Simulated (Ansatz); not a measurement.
A geometry of S away from equilibrium: the start of the relaxation of a relaxed S cell, doubled along one cell vector, shaken by Gaussian noise of σ = 0.08 Å a coordinate. Calculation: r2SCAN (plane waves to 500 eV, PAW, scalar-relativistic; Ansatz, an electronic-structure program). Γ-centred k-mesh 3×5×7 on the run's cell (coarser than for final values), Fermi–Dirac smearing 0.05 eV.

```xyz
8
Lattice="11.7271 0.0000 0.0000 -2.9318 5.0780 0.0000 0.0000 0.0000 3.5908" Properties=species:S:1:pos:R:3 pbc="T T T"
S      4.0798     2.2493     0.1188
S      9.8949     2.4941    -0.0320
S      1.8481     2.2650    -0.0337
S      7.6971     2.2925     0.1120
S      2.9597     0.5446    -0.0706
S      8.7768     0.4233    -0.0925
S      0.0597     3.3055     1.6028
S      5.8432     3.3830     1.7530
```

Problem. What forces act on the atoms (eV/Å)?

Solution. 
```tsv
atom	Fx	Fy	Fz
S1	0.58	0.65	0.06
S2	-0.24	0.05	0.07
S3	-0.69	0.87	-0.14
S4	0.64	-0.40	-0.13
S5	-0.04	-1.22	-0.23
S6	-0.04	0.12	-0.10
S7	-0.32	-0.52	0.19
S8	0.12	0.46	0.28
```

Problem. What is the pressure?

Solution. +0.3 GPa, compression positive.

No spin polarisation in the result. No dispersion correction is included, so spacings between layers, chains or molecules are soft and tend to come out too large.

The end of the path is a generated cell of S: the first start was made by a random draw of sites in a space group, and the end was not matched to a known phase here, so it may be hypothetical.
